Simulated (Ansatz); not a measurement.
## Ge₄MoW: phonons across the zone

These are results of DFT PBE, scalar-relativistic, plane waves, PAW (Ansatz), not measurements. Cutoff 420 eV, 12×12×6 k-points (Γ-centred), Fermi-Dirac smearing of 0.15 eV. No spin polarisation. Phonons by linear response, acoustic sum rule imposed.

The cell, relaxed at this level:
```yaml
crystal:
  lattice:
    - [3.33888, 0.00000, 0.00000]
    - [0.00000, 3.33888, 0.00000]
    - [0.00000, 0.00000, 8.30405]
  atoms:
    - { symbol: Ge, position: [0.00000, 0.00000, 0.66286] }
    - { symbol: Ge, position: [0.50000, 0.50000, 0.16154] }
    - { symbol: Ge, position: [0.00000, 0.00000, 0.33714] }
    - { symbol: Ge, position: [0.50000, 0.50000, 0.83846] }
    - { symbol: Mo, position: [0.00000, 0.00000, 0.00000] }
    - { symbol: W, position: [0.50000, 0.50000, 0.50000] }
```

The cell was found from a structure generator's guess, not taken from experiment. In a metal, frequencies and elastic constants depend on the k mesh and the smearing, soft modes and shear constants most. Spin–orbit coupling is left out, which matters for heavy elements. The q mesh is coarse, so values between its points are rough.

Force constants from linear response on a 2×2×1 q mesh.

Path: Γ–X–M–Γ–Z–R–A–Z | X–R | M–A. Only the points of the 2×2×1 mesh were computed; the rest is interpolation, which is rough on so few points. On the mesh no mode is imaginary. Distance along the path (Å⁻¹), then the branches (cm⁻¹, negative for imaginary):
```
0.000  0 0 0 122 122 129 129 149 173 173 183 186 186 195 195 217 237 256
0.235  40 45 64 122 124 129 131 154 171 176 177 182 193 196 200 214 238 256
0.470  77 82 112 121 123 129 149 150 165 171 183 183 188 200 208 212 244 258
0.706  101 108 124 132 133 133 139 157 161 174 178 180 186 205 211 215 255 264
0.941  104 118 132 137 137 139 142 144 165 165 170 177 196 209 212 214 260 268
1.176  110 118 129 133 134 151 154 156 162 166 168 180 202 213 213 214 256 264
1.411  119 120 128 134 134 157 160 164 167 177 179 188 214 218 218 221 247 253
1.647  118 119 120 143 145 154 165 167 167 179 199 200 224 228 228 228 238 238
1.882  116 116 117 145 158 158 159 168 168 176 207 207 228 231 231 231 233 233
2.215  112 116 128 135 149 157 160 162 167 186 188 202 215 222 223 230 237 242
2.547  95 96 124 129 134 144 156 160 177 178 181 192 199 202 204 222 241 252
2.880  54 57 88 125 128 128 134 152 171 175 180 190 191 194 205 211 239 255
3.212  0 0 0 122 122 129 129 149 173 173 183 186 186 195 195 217 237 256
3.307  19 19 28 114 114 136 136 146 172 172 182 186 186 195 195 215 239 256
3.402  37 37 54 102 102 137 143 143 171 171 183 187 187 195 195 212 243 255
3.496  54 54 79 89 89 123 149 149 169 169 184 187 187 194 194 210 246 254
3.591  65 65 79 79 97 108 151 151 168 168 185 187 187 194 194 208 248 254
3.826  73 77 85 88 115 118 148 152 164 166 181 186 189 192 203 210 249 252
4.061  90 97 101 109 136 141 147 154 156 161 179 181 185 189 218 219 250 252
4.296  102 112 124 130 139 143 144 149 159 166 174 174 184 185 231 232 249 259
4.532  104 120 137 137 142 145 147 148 152 163 164 169 182 193 237 239 249 262
4.767  111 120 135 139 141 149 150 155 157 158 172 172 191 200 234 235 248 259
5.002  120 120 129 137 145 152 156 165 169 170 177 184 208 213 228 230 243 251
5.237  121 123 125 141 149 153 164 166 168 169 199 201 223 225 228 230 238 239
5.473  121 124 124 149 149 155 156 164 170 170 210 210 229 230 230 231 231 233
5.805  119 121 128 140 145 147 160 167 173 176 188 202 219 219 226 227 239 241
6.138  104 110 120 128 134 142 154 158 168 174 184 185 203 204 214 216 245 248
6.471  80 87 89 99 124 126 151 152 159 171 176 180 196 200 202 209 248 251
6.803  65 65 79 79 97 108 151 151 168 168 185 187 187 194 194 208 248 254
6.851  104 118 132 137 138 139 142 145 165 165 170 176 195 206 215 215 260 268
6.945  104 119 134 137 139 140 142 145 163 165 170 174 190 199 222 224 258 267
7.040  104 119 137 138 138 142 143 146 159 164 169 170 185 195 230 232 254 264
7.134  104 120 137 137 142 143 147 147 154 164 164 169 183 193 237 237 250 262
7.182  116 116 117 145 158 158 159 168 168 176 207 207 228 231 231 231 233 233
7.276  117 117 118 146 156 156 158 169 169 174 208 208 228 230 230 231 233 233
7.371  119 120 120 149 153 153 157 170 170 171 208 208 228 230 230 232 232 232
7.465  121 123 123 150 150 153 156 167 170 170 209 209 229 230 230 232 232 232
7.560  121 124 124 149 149 155 156 164 170 170 210 210 229 230 230 231 231 233
```
